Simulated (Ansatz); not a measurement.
Ansatz input file:

```yaml
crystal:
  lattice:
    - [1.6244678029, 0.9378869233, 5.9522275881]
    - [-1.6244678029, 0.9378869233, 5.9522275881]
    - [0.0, -1.8757738466, 5.9522275881]
  atoms:
    - { symbol: Ta, position: [0.5, 0.5, 0.5] }
    - { symbol: Cu, position: [0.0, 0.0, 0.0] }
    - { symbol: "N", position: [0.1070868319, 0.1070868319, 0.1070868319] }
    - { symbol: "N", position: [0.8929131681, 0.8929131681, 0.8929131681] }
basis:
  ecutwfc: 500
kpoints:
  mp_grid: { grid: [12, 12, 12] }
hamiltonian:
  xc: r2scan
scf:
  occupations: { method: gaussian, width: 0.02 }
output:
  forces: true
  stress: true
  eigenvalues: true
  write_density: true
  write_potential: true
  elf: true
  volumetric_format: npy
relax:
  adjacent_minimum: "off"
  f_tol: 0.01
  max_steps: 30
  cell: { stress_tol: 0.1, fix: [volume] }
```

Command:
```bash
ansatz run input.yaml --threads 1 --pin off --max-ram 2560MiB --backend cpu --events-out ev --progress --plain --runs-dir out
```

Method: DFT r2SCAN, scalar-relativistic, plane waves, PAW (Ansatz).

From the run's log, abridged:

```
Pseudopotentials: kind: paw
Pseudopotential: Ta, paw, valence charge 13, recommended cutoff 500 eV (meta_gga)
Pseudopotential: Cu, paw, valence charge 19, recommended cutoff 500 eV (meta_gga)
Pseudopotential: N, paw, valence charge 5, recommended cutoff 500 eV (meta_gga)
Functional definition: r2SCAN
Crystal: 4 atoms, lattice volume = 54.412 Å³
Basis set: ecut = 500 eV, 1371 PW (Γ), FFT grids on a1−a2, a2, −a2+a3, exchange–correlation on 96×192×96 points (64 copies of the dense FFT grid, shifted against one another)
Bands: 26, of which v1, the nominal top of the filled ones, is band 21 counted from 1 (20 counted from 0)
Symmetry: 12 space group operations
Space group: R-3m (ITA 166), of the structure as read, at distance tolerance 3.8e-5 Å
k-points: 189 of 1728
Initial density: superposition of atomic densities (neutral atoms: chi_scale 0, normalization atom), corrected by the library's trained network
Initial wavefunctions: pseudopotential atomic-orbital guess
Functional: x = r2scan, c = r2scan; τ floored in thin density (d = 2e-4 eV/Å³)
SCF iter   1: F=—  HF=-17347.708376 eV  |F-HF|=—  |Δ(HF+E_count)|=         —  Δρ=2.90e-2  dr2=3.46e-1  dr2_τ=2.15e-1  ethr=1.77e-3  ⟨swp⟩=6.0  Hψ=20281  notcnv=0
SCF iter   2: F=—  HF=-17347.930436 eV  |F-HF|=—  |Δ(HF+E_count)|=   2.22e-1  Δρ=6.12e-2  dr2=1.87e0  dr2_τ=2.70e-2  ethr=8.24e-4  ⟨swp⟩=2.8  Hψ=11191  notcnv=0  defer=189  recentre
SCF iter   3: F=—  HF=-17347.708326 eV  |F-HF|=—  |Δ(HF+E_count)|=   2.22e-1  Δρ=1.35e-2  dr2=7.96e-2  dr2_τ=1.27e-3  ethr=8.24e-4  ⟨swp⟩=2.2  Hψ=10226  notcnv=0  defer=188
SCF iter   4: F=—  HF=-17347.699623 eV  |F-HF|=—  |Δ(HF+E_count)|=   8.70e-3  Δρ=3.87e-3  dr2=4.08e-3  dr2_τ=2.70e-4  ethr=1.89e-4  ⟨swp⟩=2.0  Hψ=7182  notcnv=0  defer=189
SCF iter   5: F=—  HF=-17347.700016 eV  |F-HF|=—  |Δ(HF+E_count)|=   3.92e-4  Δρ=1.91e-3  dr2=1.42e-3  dr2_τ=1.17e-4  ethr=9.71e-6  ⟨swp⟩=2.0  Hψ=7535  notcnv=0  defer=189
SCF iter   6: F=—  HF=-17347.699783 eV  |F-HF|=—  |Δ(HF+E_count)|=   2.33e-4  Δρ=8.97e-4  dr2=3.86e-4  dr2_τ=5.45e-6  ethr=3.39e-6  ⟨swp⟩=2.1  Hψ=6915  notcnv=0  defer=189
SCF iter   7: F=—  HF=-17347.699726 eV  |F-HF|=—  |Δ(HF+E_count)|=   5.64e-5  Δρ=1.03e-4  dr2=2.17e-6  dr2_τ=2.93e-7  ethr=9.18e-7  ⟨swp⟩=2.0  Hψ=5763  notcnv=0  defer=189
SCF iter   8: F=—  HF=-17347.699740 eV  |F-HF|=—  |Δ(HF+E_count)|=   1.31e-5  Δρ=7.26e-5  dr2=2.97e-6  dr2_τ=3.08e-8  ethr=5.18e-9  ⟨swp⟩=2.0  Hψ=7181  notcnv=0  defer=189
SCF iter   9: F=—  HF=-17347.699739 eV  |F-HF|=—  |Δ(HF+E_count)|=   3.31e-7  Δρ=3.01e-5  dr2=5.37e-7  dr2_τ=4.26e-9  ethr=5.18e-9  ⟨swp⟩=1.2  Hψ=4796  notcnv=0  defer=189
SCF iter  10: F=-17347.699739 eV  HF=-17347.699739 eV  |F-HF|=9.35e-10  |Δ(HF+E_count)|=   7.55e-8  Δρ=1.30e-6  dr2=9.97e-10  dr2_τ=2.89e-11  ethr=2.38e-10  ⟨swp⟩=11.8  Hψ=34256  notcnv=0
SCF 1 converged in 10 iterations: F = -17347.699739 eV  dr2 = 9.97e-10
relax step   1: F+E_penalty+E_count = -17347.69973918 eV  Δ(F+E_penalty+E_count) = +0.000e0 eV  max|allowed force component| = 2.643e-1 eV/Å  Δτ_max = 0.0000 Å  P = -17.499 GPa  Ω = 54.412 Å³  fix = [volume]  reactions: volume -17.499 GPa (10 SCF iters, dr2 threshold 1.00e-7 eV, accepted)
Basis set: ecut = 500 eV, 1359 PW (Γ), FFT grids on a1−a2, a2, −a2+a3, exchange–correlation on 96×192×96 points (64 copies of the dense FFT grid, shifted against one another)
Initial density: handed on by an earlier stage of this run
Initial wavefunctions: those handed on with the density
SCF iter   1: F=—  HF=-17347.697173 eV  |F-HF|=—  |Δ(HF+E_count)|=         —  Δρ=2.19e-3  dr2=2.03e-3  dr2_τ=1.57e-2  ethr=4.78e-6  ⟨swp⟩=1.9  Hψ=27452  notcnv=0
SCF iter   2: F=—  HF=-17347.699880 eV  |F-HF|=—  |Δ(HF+E_count)|=   2.71e-3  Δρ=2.41e-3  dr2=2.53e-3  dr2_τ=1.54e-4  ethr=4.78e-6  ⟨swp⟩=2.0  Hψ=9198  notcnv=0
SCF iter   3: F=—  HF=-17347.699545 eV  |F-HF|=—  |Δ(HF+E_count)|=   3.34e-4  Δρ=1.16e-3  dr2=6.45e-4  dr2_τ=1.43e-5  ethr=4.78e-6  ⟨swp⟩=2.0  Hψ=7749  notcnv=0
SCF iter   4: F=—  HF=-17347.699495 eV  |F-HF|=—  |Δ(HF+E_count)|=   5.03e-5  Δρ=4.52e-4  dr2=6.26e-5  dr2_τ=7.91e-6  ethr=1.53e-6  ⟨swp⟩=2.0  Hψ=5975  notcnv=0
SCF iter   5: F=—  HF=-17347.699522 eV  |F-HF|=—  |Δ(HF+E_count)|=   2.73e-5  Δρ=1.38e-4  dr2=7.54e-6  dr2_τ=9.05e-7  ethr=1.49e-7  ⟨swp⟩=2.1  Hψ=7026  notcnv=0
SCF iter   6: F=—  HF=-17347.699524 eV  |F-HF|=—  |Δ(HF+E_count)|=   1.68e-6  Δρ=6.73e-5  dr2=1.20e-6  dr2_τ=1.02e-7  ethr=1.80e-8  ⟨swp⟩=2.3  Hψ=7386  notcnv=0
SCF iter   7: F=-17347.699524 eV  HF=-17347.699524 eV  |F-HF|=8.51e-8  |Δ(HF+E_count)|=   3.80e-7  Δρ=2.11e-5  dr2=9.17e-8  dr2_τ=1.64e-8  ethr=9.52e-10  ⟨swp⟩=10.0  Hψ=35993  notcnv=0
SCF 2 converged in 7 iterations: F = -17347.699524 eV  dr2 = 9.17e-8
relax step   2: F+E_penalty+E_count = -17347.69952440 eV  Δ(F+E_penalty+E_count) = +2.148e-4 eV  max|allowed force component| = 1.354e-1 eV/Å  Δτ_max = 0.0187 Å  P = -16.629 GPa  Ω = 54.412 Å³  fix = [volume]  (7 SCF iters, dr2 threshold 4.00e-7 eV, rejected (line search))
SCF iter   1: F=—  HF=-17347.701863 eV  |F-HF|=—  |Δ(HF+E_count)|=         —  Δρ=1.01e-3  dr2=4.49e-4  dr2_τ=3.54e-3  ethr=1.04e-6  ⟨swp⟩=2.0  Hψ=27112  notcnv=0
SCF iter   2: F=—  HF=-17347.702874 eV  |F-HF|=—  |Δ(HF+E_count)|=   1.01e-3  Δρ=9.64e-4  dr2=4.29e-4  dr2_τ=4.07e-5  ethr=1.04e-6  ⟨swp⟩=2.0  Hψ=9011  notcnv=0
SCF iter   3: F=—  HF=-17347.702827 eV  |F-HF|=—  |Δ(HF+E_count)|=   4.69e-5  Δρ=5.26e-4  dr2=1.41e-4  dr2_τ=3.78e-6  ethr=1.02e-6  ⟨swp⟩=2.0  Hψ=6968  notcnv=0
SCF iter   4: F=—  HF=-17347.702817 eV  |F-HF|=—  |Δ(HF+E_count)|=   1.02e-5  Δρ=2.60e-4  dr2=2.22e-5  dr2_τ=1.99e-6  ethr=3.35e-7  ⟨swp⟩=2.0  Hψ=6069  notcnv=0
SCF iter   5: F=—  HF=-17347.702819 eV  |F-HF|=—  |Δ(HF+E_count)|=   2.46e-6  Δρ=7.44e-5  dr2=2.61e-6  dr2_τ=2.79e-7  ethr=5.29e-8  ⟨swp⟩=2.0  Hψ=6974  notcnv=0
SCF iter   6: F=—  HF=-17347.702825 eV  |F-HF|=—  |Δ(HF+E_count)|=   5.32e-6  Δρ=3.25e-5  dr2=3.02e-7  dr2_τ=2.47e-8  ethr=6.21e-9  ⟨swp⟩=2.2  Hψ=6913  notcnv=0
SCF iter   7: F=—  HF=-17347.702825 eV  |F-HF|=—  |Δ(HF+E_count)|=   9.08e-8  Δρ=1.31e-5  dr2=4.23e-8  dr2_τ=4.37e-9  ethr=7.19e-10  ⟨swp⟩=2.5  Hψ=7096  notcnv=0
SCF iter   8: F=—  HF=-17347.702825 eV  |F-HF|=—  |Δ(HF+E_count)|=   3.17e-8  Δρ=3.07e-6  dr2=2.07e-9  dr2_τ=9.59e-11  ethr=1.01e-10  ⟨swp⟩=2.0  Hψ=7215  notcnv=0
SCF iter   9: F=-17347.702825 eV  HF=-17347.702825 eV  |F-HF|=4.73e-11  |Δ(HF+E_count)|=  8.73e-10  Δρ=5.78e-7  dr2=8.47e-11  dr2_τ=3.98e-12  ethr=1.00e-12  ⟨swp⟩=5.2  Hψ=27318  notcnv=0
SCF 3 converged in 9 iterations: F = -17347.702825 eV  dr2 = 8.47e-11
relax step   3: F+E_penalty+E_count = -17347.70282476 eV  Δ(F+E_penalty+E_count) = -3.086e-3 eV  max|allowed force component| = 3.022e-2 eV/Å  Δτ_max = 0.0104 Å  P = -17.031 GPa  Ω = 54.412 Å³  energy of the carried Pulay correction = -4.135e-18 eV  fix = [volume]  reactions: volume -17.031 GPa (9 SCF iters, accepted)
SCF iter   1: F=—  HF=-17347.702891 eV  |F-HF|=—  |Δ(HF+E_count)|=         —  Δρ=2.75e-4  dr2=2.66e-5  dr2_τ=8.20e-5  ethr=5.54e-8  ⟨swp⟩=2.9  Hψ=25655  notcnv=0
SCF iter   2: F=—  HF=-17347.702929 eV  |F-HF|=—  |Δ(HF+E_count)|=   3.80e-5  Δρ=2.42e-4  dr2=2.20e-5  dr2_τ=9.05e-7  ethr=5.54e-8  ⟨swp⟩=2.0  Hψ=8883  notcnv=0
SCF iter   3: F=—  HF=-17347.702925 eV  |F-HF|=—  |Δ(HF+E_count)|=   3.79e-6  Δρ=1.58e-4  dr2=9.53e-6  dr2_τ=1.13e-7  ethr=5.23e-8  ⟨swp⟩=2.0  Hψ=7259  notcnv=0
SCF iter   4: F=—  HF=-17347.702924 eV  |F-HF|=—  |Δ(HF+E_count)|=   9.96e-7  Δρ=5.08e-5  dr2=1.04e-6  dr2_τ=1.49e-7  ethr=2.27e-8  ⟨swp⟩=2.1  Hψ=5814  notcnv=0
SCF iter   5: F=-17347.702924 eV  HF=-17347.702924 eV  |F-HF|=3.13e-8  |Δ(HF+E_count)|=   4.25e-8  Δρ=1.48e-5  dr2=4.48e-8  dr2_τ=1.17e-8  ethr=4.93e-10  ⟨swp⟩=7.2  Hψ=32721  notcnv=0
SCF 4 converged in 5 iterations: F = -17347.702924 eV  dr2 = 4.48e-8
relax step   4: F+E_penalty+E_count = -17347.70292448 eV  Δ(F+E_penalty+E_count) = -9.972e-5 eV  max|allowed force component| = 1.480e-3 eV/Å  Δτ_max = 0.0009 Å  P = -17.002 GPa  Ω = 54.412 Å³  energy of the carried Pulay correction = -1.241e-17 eV  fix = [volume]  reactions: volume -17.002 GPa (5 SCF iters, dr2 threshold 2.07e-7 eV, accepted)
Initial wavefunctions: pseudopotential atomic-orbital guess (no wavefunctions were taken with the density)
SCF iter   1: F=—  HF=-17347.702918 eV  |F-HF|=—  |Δ(HF+E_count)|=         —  Δρ=2.79e-5  dr2=5.14e-8  dr2_τ=2.67e-8  ethr=8.14e-8  ⟨swp⟩=3.2  Hψ=33257  notcnv=0
SCF iter   2: F=—  HF=-17347.702919 eV  |F-HF|=—  |Δ(HF+E_count)|=   6.61e-7  Δρ=1.36e-5  dr2=1.13e-8  dr2_τ=2.84e-8  ethr=1.22e-10  ⟨swp⟩=3.0  Hψ=9615  notcnv=0
SCF iter   3: F=—  HF=-17347.702920 eV  |F-HF|=—  |Δ(HF+E_count)|=   4.66e-7  Δρ=1.35e-5  dr2=6.36e-8  dr2_τ=2.95e-9  ethr=2.70e-11  ⟨swp⟩=2.0  Hψ=8885  notcnv=0  recentre
SCF iter   4: F=—  HF=-17347.702920 eV  |F-HF|=—  |Δ(HF+E_count)|=   3.44e-8  Δρ=2.24e-6  dr2=3.09e-9  dr2_τ=2.76e-10  ethr=2.70e-11  ⟨swp⟩=2.0  Hψ=8883  notcnv=0
SCF iter   5: F=-17347.702920 eV  HF=-17347.702920 eV  |F-HF|=3.97e-10  |Δ(HF+E_count)|=   1.79e-9  Δρ=6.42e-7  dr2=8.27e-11  dr2_τ=3.33e-11  ethr=1.00e-12  ⟨swp⟩=5.8  Hψ=26579  notcnv=0
SCF 5 converged in 5 iterations: F = -17347.702920 eV  dr2 = 8.27e-11
SCF converged after 5 iterations
Free energy (F): -17347.702920 eV
Harris-Foulkes:  -17347.702920 eV  (|F-HF|=3.97e-10)
Internal energy: -17347.702920 eV  (E = F + TS)
E sigma→0 (E₀):  -17347.702920 eV
Fermi energy:    11.669850 eV
--- Per-component energies (eV) ---
  E_band       = -672.786225
  E_kinetic    = 918.313878
  E_local      = -6303.529114  (includes V_loc(G=0)·N_el)
  E_nonlocal   = 503.448767
  E_hartree    = 2673.152728
  E_xc         = -403.414383
  E_vxc        = -509.096224  (∫ρ·V_xc dr)
  E_paw        = -10361.878994  (= ΣΔE_a)
  E_vpaw       = -657.366366  (= ΣTr[D̂ρ^β])
  E_aug_tail   = 0.000271  (compensation charges beyond the density's cutoff)
  E_vtau       = 29.136777  (kinetic-family band-sum trace: ∫τ·v_τ [+ j·A + Jᵃ·Aᵃ] dr)
  E_ewald      = -4372.679556
  E_core_change = -1.116517  (= ΣΔE_core)
  E_smearing   =  0.000000  (= −TS)
--- Forces (eV/Å), atoms counted from 1 ---
  atom   1  Ta     0.00000000     0.00000000     0.00000000
  atom   2  Cu     0.00000000     0.00000000     0.00000000
  atom   3  N      0.00000000     0.00000000     0.00162951
  atom   4  N      0.00000000     0.00000000    -0.00162951
--- Stress (GPa, compression-positive) ---
      -17.015024       0.000000       0.000000
        0.000000     -17.015024       0.000000
        0.000000       0.000000     -16.976368
  P = ⅓ Tr σ = -17.0021 GPa (-170.021 kbar)
--- Band table (eV; the first three rows and the last of 189) ---
  k-point 0: bands = ["-104.0966", "-60.0895", "-59.8605", "-59.8605", "-59.8149", "-25.6311", "-25.3654", "-25.3654", "-5.3731", "-2.8994", "4.1802", "5.9237", "5.9237", "8.3600", "9.0001", "9.5587", "9.5587", "9.7087", "9.7087", "10.2489", "10.2489", "12.5778", "12.5778", "13.0974", "15.2574", "18.9331"]
  k-point 1: bands = ["-104.0966", "-60.0895", "-59.8607", "-59.8606", "-59.8135", "-25.6260", "-25.3951", "-25.3718", "-5.2597", "-2.9649", "4.2958", "5.8522", "6.0099", "8.3469", "9.1118", "9.5207", "9.5664", "9.6662", "9.7468", "9.8695", "10.0582", "12.7353", "12.8891", "13.1573", "15.4081", "18.1297"]
  k-point 2: bands = ["-104.0966", "-60.0894", "-59.8613", "-59.8607", "-59.8097", "-25.6119", "-25.4752", "-25.3890", "-4.9451", "-3.1369", "4.6230", "5.7382", "6.2410", "8.0493", "8.9926", "9.2806", "9.3711", "9.6210", "9.6671", "9.9512", "10.0138", "12.8820", "13.3533", "13.5116", "15.6923", "17.5268"]
  k-point 188: bands = ["-104.0966", "-60.0895", "-59.8605", "-59.8605", "-59.8149", "-25.6314", "-25.3654", "-25.3654", "-5.2320", "-3.1965", "5.3734", "6.0284", "6.0284", "7.0657", "8.4462", "8.8473", "8.8473", "9.5681", "9.5681", "11.2168", "11.2168", "12.5332", "12.5332", "14.2159", "15.8309", "18.1195"]
--- Relaxed structure (4 steps of the walk, 3 accepted, 1 SCFs on fresh bases) ---
  F+E_penalty+E_count = -17347.70291964 eV   max|allowed force component| = 1.630e-3 eV/Å   (the final SCF, on the basis selected at the relaxed cell)
  cell:  # Å, volume = 54.4117 Å³
    - [1.62647876, 0.93904795, 5.93751810]
    - [-1.62647876, 0.93904795, 5.93751810]
    - [0.0, -1.87809591, 5.93751810]
  atoms:
    - { symbol: Ta, position: [0.5, 0.5, 0.5] }
    - { symbol: Cu, position: [0.0, 0.0, 0.0] }
    - { symbol: N, position: [0.10771774, 0.10771774, 0.10771774] }
    - { symbol: N, position: [0.89228225, 0.89228225, 0.89228225] }
```

The relaxation met its thresholds.

Time: 3.5 min on 1 thread of Arm Neoverse V1 (shared host), peak memory 0.68 GiB.

Spin–orbit coupling is left out, which can shift energies with elements as heavy as these.